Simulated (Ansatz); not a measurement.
Data:

Ga₃Pt₂:
Space group P-3m1 (No. 164); a = b = 4.2455 Å, c = 5.2139 Å, α = β = 90.00°, γ = 120.00°

```tsv
atom	site	symmetry	x	y	z
Pt	2d	3m.	0.3333	0.6667	0.1625
Ga	1a	-3m.	0.0000	0.0000	0.0000
Ga	2d	3m.	0.6667	0.3333	0.3569
```

This is the PBEsol-relaxed structure.

Q: All from PBEsol (plane waves, PAW; program Ansatz), unless another level is named. Estimate the density of states at the Fermi level.

A: 0.20 states/eV per atom (mean over ±0.08 eV).

Q: What about the formation energy from the elements (no fitted shifts)?

A: -0.61 eV/atom.

Q: And the gap with spin–orbit coupling?

A: none (metallic).

The workflow started from an entry of the Crystallography Open Database (COD). Its standing as an ambient phase is unchecked. The cell was relaxed with PBEsol under the symmetry of its start; of distortions, only those at the zone centre were tested. The run is not spin-polarised. Axis ratios of metals converge slowly with the k-mesh, so a and c are less sure than the volume. The references are the lowest solids computed at this level, not always the standard phases. Spin–orbit coupling is left out wherever it is not named.

Potentials: the later of the program's two PAW sets.
